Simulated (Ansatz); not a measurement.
Crystals of one structure type (rock salt) and one family of elements, relaxed and computed with the program Ansatz at the PBE level (PAW).

```json
[
 {"crystal": "LiCl", "V (Å³/atom)": "17.08", "gap (eV)": "6.26"},
 {"crystal": "KF", "V (Å³/atom)": "19.91", "gap (eV)": "5.96"},
 {"crystal": "LiBr", "V (Å³/atom)": "20.92", "gap (eV)": "?"},
 {"crystal": "NaCl", "V (Å³/atom)": "23.10", "gap (eV)": "5.00"},
 {"crystal": "KCl", "V (Å³/atom)": "32.49", "gap (eV)": "5.05"},
 {"crystal": "KBr", "V (Å³/atom)": "37.69", "gap (eV)": "4.31"},
 {"crystal": "KI", "V (Å³/atom)": "46.31", "gap (eV)": "3.86"}
]
```

### Question
Fit a straight line to E_g against V and predict the withheld value.

### Answer
Least squares on the 6 shown rows: E_g = -0.077 × V + (7.339), with a scatter of 0.28. For LiBr this gives 5.73. The run itself gave 4.91, outside the scatter: the line misses something about this case.

All cells were relaxed under the symmetry of their starts (and spin orders); stability against distortions was not tested throughout. Spin–orbit coupling is left out wherever it is not named.

Potentials: the later of the program's two PAW sets.
